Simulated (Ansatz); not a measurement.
The relaxed structure here is a generated cell of PtSe2: the first start was made by placing the elements on the sites of a structure type, and the end was not matched to a known phase here, so it may be hypothetical. Known forms of PtSe2 include space group No. 164.

One starting cell of PtSe2 (a generated cell, PtSe2 placed in the fluorite structure type) was relaxed twice with Ansatz (plane waves, PAW, scalar-relativistic): with r2SCAN at 500 eV and with PBE at 420 eV. The r2SCAN result:

```yaml
crystal:
  lattice:
    - [0.00000, 3.13055, 3.13055]
    - [3.13055, 0.00000, 3.13055]
    - [3.13055, 3.13055, 0.00000]
  atoms:
    - { symbol: Pt, position: [0.00000, 0.00000, 0.00000] }
    - { symbol: Se, position: [0.25000, 0.25000, 0.25000] }
    - { symbol: Se, position: [0.75000, 0.75000, 0.75000] }
```

| quantity | r2SCAN | PBE |
|---|---|---|
| space group | Fm-3m | Fm-3m |
| volume (Å³/atom) | 20.45 | ___ |
| a (Å) | 6.261 | ___ |
| gap (eV, no spin-orbit coupling) | 0.00 | ___ |

Problem. What does PBE give for the same quantities?

Solution. 
- volume (Å³/atom), PBE: 20.75
- a (Å), PBE: 6.291
- gap (eV, no spin-orbit coupling), PBE: 0.00

Both levels end in the same structure; PBE's volume is 1.4 % larger. Neither column is exact.

No spin polarisation in the result. A magnetic state may lie lower.

The run could not lower the symmetry of its start; a shaken copy of this end point relaxes with r2SCAN to P-3m1 (No. 164), 0.63 eV/atom lower.

Ansatz is a first-principles code.
